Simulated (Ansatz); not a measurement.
Polymorphs of Bi, each relaxed with plane-wave PAW r²SCAN+D4 (Ansatz code):

A: C2/m
a = 6.649 Å, b = 6.400 Å, c = 3.291 Å, α = γ = 90.00°, β = 97.90°

| atom | site | symmetry | x | y | z |
|---|---|---|---|---|---|
| Bi | 4i | m | 0.2301 | 0.0000 | 0.0587 |

B: P4/nmm
a = b = 4.565 Å, c = 3.254 Å, α = β = γ = 90.00°

```tsv
atom	site	symmetry	x	y	z
Bi	2c	4mm	0.5000	0.0000	0.4666
```

C: A7 (α-As type) (R-3m)
a = 4.5231 Å, b = 4.5231 Å, c = 12.1478 Å, α = 90.00°, β = 90.00°, γ = 120.00°

| atom | site | symmetry | x | y | z |
|---|---|---|---|---|---|
| Bi | 6c | 3m | 0.0000 | 0.0000 | 0.2329 |

Problem. Order them by energy per atom at 0 K (lowest first) at the level r²SCAN+D4.

Solution. C (+0 meV/atom), B (+57 meV/atom), A (+69 meV/atom)

Not the usual ambient phase: A; B. All cells were relaxed under the symmetry of their starts (and spin orders); stability against distortions was not tested throughout. Spin–orbit coupling is left out wherever it is not named.

Energies hold the estimated change up to a 700 eV cutoff; steps of a few meV lie near the error of the meshes.

Potentials: the later of the program's two PAW sets.
